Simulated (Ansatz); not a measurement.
A structure of Mg₂Ge relaxed with PBEsol (plane waves to 420 eV, PAW, scalar-relativistic; Ansatz, a quantum-chemistry and plane-wave program); single points at other levels follow on the same geometry (Ansatz, PAW; HSE06 at 420 eV on a 6×6×6 k-mesh; no spin-orbit coupling). Space group Fm-3m (No. 225).

```
Mg2Ge
1.0
    0.00000     3.18205     3.18205
    3.18205     0.00000     3.18205
    3.18205     3.18205     0.00000
Ge Mg
1 2
Direct
  0.00000   0.00000   0.00000
  0.75000   0.75000   0.75000
  0.25000   0.25000   0.25000
```

```csv
level,gap (eV),kind,conduction minimum
PBEsol,0.08,indirect,X
HSE06,(withheld),–,(withheld)
```

Question: Fill in the missing entries.

Answer: 
- HSE06, gap (eV): 0.51
- HSE06, conduction minimum: X

HSE06 gaps come from a coarse mesh plus a few chosen points, so they may be too large. No spin polarisation in the result.

Measured for Mg2Ge: gap 0.74 eV (as listed in Byungki Ryu et al., Journal of the Korean Physical Society (2019)). Computed minus measured — gap: PBEsol -0.66 eV, HSE06 -0.23 eV. The computed values are for a static lattice, and a measured gap can be an optical one, lowered by exciton binding.

It was reached from a disturbed copy of a P4/mmm (No. 123) cell, against which it lies -1.18 eV/atom.
